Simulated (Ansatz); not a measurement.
Property card for Be5Au

Be$_{5}$Au:
```yaml
crystal:
  lattice:
    - [0.00000, 3.03604, 3.03604]
    - [3.03604, 0.00000, 3.03604]
    - [3.03604, 3.03604, 0.00000]
  atoms:
    - { symbol: Be, position: [0.87425, 0.37525, 0.37525] }
    - { symbol: Be, position: [0.37525, 0.37525, 0.37525] }
    - { symbol: Be, position: [0.37525, 0.37525, 0.87425] }
    - { symbol: Be, position: [0.37525, 0.87425, 0.37525] }
    - { symbol: Be, position: [0.75000, 0.75000, 0.75000] }
    - { symbol: Au, position: [0.00000, 0.00000, 0.00000] }
```

Space group F-43m (No. 216); conventional cell a = b = c = 6.072 Å, α = β = γ = 90.00°.

Method: the program Ansatz at the PBEsol level (PAW). The cell and atoms are relaxed at this level. Other levels are named where they apply.

Cell and energy:

| Item | Result |
|---|---|
| Volume per atom | 9.33 Å³ |
| Density | 7.18 g/cm³ |
| Formation energy from the elements (no fitted shifts) | -12 kJ/mol of atoms |

Electronic structure:

| Property | Result |
|---|---|
| Electronic character | metallic (no gap) |
| Density of states at the Fermi level | 0.16 states/eV per atom (mean over ±0.08 eV) |
| Gap with spin–orbit coupling | none (metallic) |

Mechanics:

| Quantity | Result |
|---|---|
| Bulk modulus (Birch–Murnaghan fit) | 146 GPa |
| Pressure derivative B′ | 3.9 |
| Elastic constants (relaxed ions, GPa) | C11 = 330, C12 = 54.0, C44 = 120 |
| Mechanical stability | stable (all eigenvalues of C positive) |
| Hill bulk and shear moduli | 146 and 127 GPa |
| Young's modulus | 295 GPa |
| Poisson's ratio | 0.16 |
| Debye temperature from the elastic constants | 653 K |

Phonons:

| Quantity | Result |
|---|---|
| Highest zone-centre frequency | 101.8 meV |
| Zone-centre stability | no imaginary mode at Γ |

The first step of the workflow began from a Materials Project structure, measured or hypothetical; the Crystallography Open Database files this formula in space group No. 216, but the cells were not matched. Whether it is the stable phase at ambient conditions was not checked. The cell was relaxed with PBEsol under the symmetry of its start. As this level gives no gap, shear constants depend on the k-mesh and smearing (Fermi–Dirac, 0.1 eV here). As this level gives no gap, phonon frequencies hold no LO–TO term and depend on the k-mesh and smearing (Fermi–Dirac, 0.1 eV here). The references are the lowest solids computed at this level, not always the standard phases. Scalar-relativistic: spin–orbit coupling is off unless named, which matters more the heavier the elements.

Potentials: the later of the program's two PAW sets.
